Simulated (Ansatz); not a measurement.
# One input, then a changed one: Al (fcc type)

First run: DFT, PBEsol, all-electron PAW with datasets made for the crystal, scalar-relativistic (Ansatz 0.2.0).

Command: `ansatz run input.yaml --threads 1 --pin off --max-ram 2048MiB --backend cpu --events-out ev --progress --plain --runs-dir out` It took 2.4 s on 1 thread of Arm Neoverse V2, with other jobs on the host, peak memory 0.25 GiB.

```yaml
crystal:
  lattice:
    - [0.0, 2.0073479706, 2.0073479706]
    - [2.0073479706, 0.0, 2.0073479706]
    - [2.0073479706, 2.0073479706, 0.0]
  atoms:
    - { symbol: Al, position: [0.0, 0.0, 0.0] }
kpoints:
  mp_grid: { grid: [16, 16, 16] }
scf:
  occupations: { method: fermi_dirac, width: 0.1 }
hamiltonian:
  xc: pbesol
  pseudopotentials: { kind: all_electron, datasets: crystal }
output:
  forces: true
  stress: true
  eigenvalues: true
```

The base cell comes from a relaxation on PAW files under the same functional.

This run: the series' base cell.

It converges in 5 SCF iterations at a pressure of 0.04 GPa.

The input is then changed:

```diff
   occupations: { method: fermi_dirac, width: 0.1 }
+  lower_state_search: standard
 hamiltonian:
```

Predict the outcome of the changed run.

It converges in 5 SCF iterations at a pressure of 0.04 GPa, free energy 0.0 meV/atom against the first run's. Results part of its log:
```
SCF 1 converged in 5 iterations: F = -6594.589408 eV  dr2 = 1.13e-9
  Residual-converged pass: ⟨swp⟩=3.1  Hψ=1328  notcnv=0  max |occ|·‖R‖ = 3.7e-6 eV (tolerance 3.7e-6 eV)  dr2=1.42e-9  dr2_onsite=7.79e-9  max |Δocc| = 5.3e-8
  greatest PAW one-centre occupation: 0.391 electrons in one spin orbital (limit 2), on the Al atom at site 0 (counted from 0), in its partial waves of l = 0
SCF converged after 5 iterations
Free energy (F): -6594.589408 eV
Harris-Foulkes:  -6594.589408 eV  (|F-HF|=3.61e-9)
Internal energy: -6594.578352 eV  (E = F + TS)
E sigma→0 (E₀):  -6594.583880 eV
Entropy (-TS):   -0.011055 eV (-11.055 meV/atom)
Past the cutoff: the bands carry plane waves up to 1.75 times it, of which those up to 1.5 times it add -0.000134 eV an atom, each by itself; the spheres take 0.000066 eV an atom off the energy for waves past 1.75 times it
By the cutoff:   a pressure is off by up to 0.005 GPa (1.2 times the spheres' own share and the shells' term, over an atom's volume, and 0.004 GPa: a bound that held against runs at twice the plane waves)
Past the cutoffs: a stress includes 0.0000 GPa for waves and charges beyond them, in addition to the slope of what the spheres take
In the spheres:  the bands' charges fall short by 9.1e-7 e at most (sound up to 1e-3)
Fermi energy:    10.039381 eV
--- Per-component energies (eV) ---
  E_band       = 16.591726
  E_kinetic    = 23.487468
  E_local      = 14.563538  (includes V_loc(G=0)·N_el)
  E_nonlocal   = 5.195918
  E_hartree    = 0.142088
  E_xc         = -24.959871
  E_vxc        = -31.541037  (∫ρ·V_xc dr)
  E_paw        = -6592.918330  (= ΣΔE_a)
  E_vpaw       = -49.310265  (= ΣTr[D̂ρ^β])
  E_ewald      = -74.001058
  E_smearing   = -0.011055  (= −TS)
  E_closure    = 53.911895  (closes the sum)
  Σ components = -6594.589408   (vs F -6594.589408, Δ=0.00e0)
  The terms above E_closure are by the made datasets' own strengths, without shells solved beside the bands.
--- Forces (eV/Å), atoms counted from 1 ---
  atom   1  Al    -0.00000000    -0.00000000    -0.00000000
  max |Σ_I F_I| component: 7.38e-34 eV/Å
--- Stress (GPa, compression-positive) ---
        0.040388      -0.000000      -0.000000
       -0.000000       0.040388      -0.000000
       -0.000000      -0.000000       0.040388
  P = ⅓ Tr σ = 0.0404 GPa (0.404 kbar)
--- Band table (eV; the first three rows and the last of 145) ---
  k-point 0: bands = ["-1.2583", "22.7195", "22.7195", "22.7195"]
  k-point 1: bands = ["-1.1507", "20.9451", "22.3628", "22.3628"]
  k-point 2: bands = ["-0.8283", "18.4085", "21.8028", "21.8028"]
  k-point 144: bands = ["9.1392", "9.1392", "10.1324", "11.2185"]
```
